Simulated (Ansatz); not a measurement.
GePt: Quadrupolar parameters

The cell is a computed structure from the Materials Project (it need not be an observed phase).

```cif
data_structure
_symmetry_space_group_name_H-M 'P 1'
_symmetry_Int_Tables_number 1
_cell_length_a 5.7560
_cell_length_b 3.7300
_cell_length_c 6.1116
_cell_angle_alpha 90.000
_cell_angle_beta 90.000
_cell_angle_gamma 90.000
_cell_volume 131.22
loop_
_atom_site_label
_atom_site_type_symbol
_atom_site_fract_x
_atom_site_fract_y
_atom_site_fract_z
_atom_site_occupancy
Ge1 Ge 0.81393 0.75000 0.58801 1
Ge2 Ge 0.18607 0.25000 0.41199 1
Ge3 Ge 0.31393 0.75000 0.91199 1
Ge4 Ge 0.68607 0.25000 0.08801 1
Pt5 Pt 0.00185 0.75000 0.19271 1
Pt6 Pt 0.99815 0.25000 0.80729 1
Pt7 Pt 0.50185 0.75000 0.30729 1
Pt8 Pt 0.49815 0.25000 0.69271 1
```

Sites (sets of like atoms) are named by element and the number of their first atom in this list.

All values are calculated (Ansatz; DFT, PBE, plane waves and PAW, scalar-relativistic, 420 eV cutoff, Γ-centred 5×8×5 k-points, Fermi–Dirac smearing 0.05 eV), not measured.

C_Q = eQV_zz/h, which is 24.18 MHz for Q = 1 b and V_zz = 10²¹ V/m²; η = (V_xx − V_yy)/V_zz.

⁷³Ge: I = 9/2, Q = -196.0 mb. Nuclear quadrupole moments: year-2017 set (Pyykkö).

| site | atoms (order as listed) | first shell | V_xx, V_yy, V_zz (10²¹ V/m²) | η | C_Q (MHz) |
| --- | --- | --- | --- | --- | --- |
| Ge | 1, 2, 3, 4 | 6 Pt at 2.48–2.68 Å, 2 Ge at 3.04 Å | -0.10, -6.95, 7.06 | 0.97 | -33.4 |
| Pt | 5, 6, 7, 8 | 6 Ge at 2.48–2.68 Å, 4 Pt at 2.96–3.00 Å | -1.94, -2.25, 4.18 | 0.07 | – |

Pt has no stable isotope with a ground-state quadrupole moment in the table, so no C_Q is given.

At this cell the principal stresses reach 5 GPa in size with PBE, which can matter for small gradients. The run finds no gap above 0.1 eV (a metal, or nearly one), so the gradients can move by 10 % or more with the k-mesh. Spin–orbit coupling is left out, which shifts gradients on Pt by a few per cent in wide-gap crystals, and can shift them far more where the calculated gap is small or absent, as here. Where η is near 1 the sign of V_zz means little.
